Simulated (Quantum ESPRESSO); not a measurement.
pw.x input (Quantum ESPRESSO 7.5; PBEsol, PseudoDojo standard norm-conserving files, scalar-relativistic):

```
&CONTROL
  calculation = 'scf'
  pseudo_dir = './pseudo'
  outdir = './out'
  tprnfor = .true.
  tstress = .true.
/
&SYSTEM
  ibrav = 0
  nat = 2
  ntyp = 2
  ecutwfc = 58.0
  ecutrho = 232.0
  occupations = 'smearing'
  smearing = 'fd'
  degauss = 0.002
  nbnd = 12
/
&ELECTRONS
  conv_thr = 2e-10
/
ATOMIC_SPECIES
Cl 35.4500 Cl.upf
Cs 132.9055 Cs.upf
CELL_PARAMETERS angstrom
  4.065466002000   0.000000000000   0.000000000000
  0.000000000000   4.065466002000   0.000000000000
  0.000000000000   0.000000000000   4.065466002000
ATOMIC_POSITIONS crystal
Cl   0.500000000000   0.500000000000   0.500000000000
Cs   0.000000000000   0.000000000000   0.000000000000
K_POINTS automatic
6 6 6 0 0 0
```

End of the output:

```
     total energy              =     -79.74722758 Ry
     estimated scf accuracy    <       0.00000028 Ry
     total energy              =     -79.74722779 Ry
     estimated scf accuracy    <       0.00000001 Ry
     total energy              =     -79.74722780 Ry
     estimated scf accuracy    <          3.0E-10 Ry
[...]
     the Fermi energy is     6.5119 ev
!    total energy              =     -79.74722780 Ry
     estimated scf accuracy    <          2.6E-11 Ry
     smearing contrib. (-TS)   =       0.00000000 Ry
     internal energy E=F+TS    =     -79.74722780 Ry
     The total energy is F=E-TS. E is the sum of the following terms:
     one-electron contribution =      -5.49385087 Ry
     hartree contribution      =       9.58082482 Ry
     xc contribution           =     -22.67111297 Ry
     ewald contribution        =     -61.16308878 Ry
     convergence has been achieved in   8 iterations
     Forces acting on atoms (cartesian axes, Ry/au):
     atom    1 type  1   force =     0.00000000    0.00000000    0.00000000
     atom    2 type  2   force =     0.00000000    0.00000000    0.00000000
     Total force =     0.000000     Total SCF correction =     0.000000
     Computing stress (Cartesian axis) and pressure
          total   stress  (Ry/bohr**3)                   (kbar)     P=       -0.06
  -0.00000042   0.00000000   0.00000000           -0.06        0.00        0.00
   0.00000000  -0.00000042   0.00000000            0.00       -0.06        0.00
   0.00000000   0.00000000  -0.00000042            0.00        0.00       -0.06
```
In a gapped system the printed Fermi energy is only some level inside the gap.

Geometry relaxed with PBEsol.
